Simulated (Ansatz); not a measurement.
Ba:
```yaml
crystal:
  lattice:
    - [-2.53554, 2.53554, 2.53554]
    - [2.53554, -2.53554, 2.53554]
    - [2.53554, 2.53554, -2.53554]
  atoms:
    - { symbol: Ba, position: [0.00000, 0.00000, 0.00000] }
```

Relaxed with r²SCAN. Special points in fractions of this cell's reciprocal vectors: Γ (0.000, 0.000, 0.000); H (0.500, -0.500, 0.500); N (0.000, 0.000, 0.500); P (0.250, 0.250, 0.250).

Question: List the band energies nearest the Fermi level at these points for DFT-r²SCAN with spin–orbit coupling in the program Ansatz with PAW potentials.

Answer: In eV from the Fermi level; about four levels below and three above (degenerate sets whole), none deeper than 8.9 eV; points with the same levels are listed once.

| k | below | above |
|---|---|---|
| Γ | -2.79 -2.79 | 2.13 2.13 2.13 2.13 |
| H | -0.51 -0.51 -0.51 -0.51 | 4.02 4.02 4.41 4.41 4.41 4.41 |
| N | -0.79 -0.79 | 0.95 0.95 1.14 1.14 |
| P | – | 0.48 0.48 0.65 0.65 0.65 0.65 |

Space group Im-3m (bcc (W type)). The r²SCAN relaxation kept the symmetry of its start; phonons on a q-mesh show no instability.

Potentials: the later of the program's two PAW sets.
